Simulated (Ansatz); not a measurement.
SrTiO3:
```cif
data_O12Sr4Ti4
_chemical_formula_sum 'Sr4 Ti4 O12'
_space_group_name_H-M_alt 'I4/mcm'
_space_group_IT_number 140
_space_group_name_Hall '-I 4 2c'
_cell_length_a 5.51800
_cell_length_b 5.51800
_cell_length_c 7.82701
_cell_angle_alpha 90.000
_cell_angle_beta 90.000
_cell_angle_gamma 90.000
loop_
_atom_site_label
_atom_site_type_symbol
_atom_site_symmetry_multiplicity
_atom_site_Wyckoff_symbol
_atom_site_fract_x
_atom_site_fract_y
_atom_site_fract_z
_atom_site_occupancy
Sr1 Sr 4 b 0.00000 0.50000 0.25000 1
Ti1 Ti 4 c 0.00000 0.00000 0.00000 1
O1 O 8 h 0.23323 0.26677 0.00000 1
O2 O 4 a 0.00000 0.00000 0.25000 1
```
(The calculation used a cell of 10 atoms; values per cell refer to that cell.)

Relaxed with r²SCAN. 

Q: HSE06 on this cell (Ansatz, a quantum-chemistry and plane-wave program, PAW) gives a gap of 3.39 eV. What does r²SCAN give?

A: 2.31 eV.

Cost on shared cores: the r²SCAN run (SCF on a 7×7×7 mesh, then bands and DOS) very roughly 2.7 core-minutes, the HSE06 run (SCF on 4×4×4, then a few points) about 6 core-minutes (a rough figure); the tasks are unlike.

The workflow started from a Materials Project entry (that database holds measured and hypothetical structures alike); the Crystallography Open Database files this formula in space group No. 140, but the cells were not matched. It is not the phase usual at ambient conditions (space group No. 221). The cell was relaxed with r²SCAN under the symmetry of its start; its stability against distortions is not shown here. The run is not spin-polarised. Scalar-relativistic: spin–orbit coupling is off unless named, which matters more the heavier the elements.

Potentials: the later of the program's two PAW sets.

Ansatz is a plane-wave DFT program.
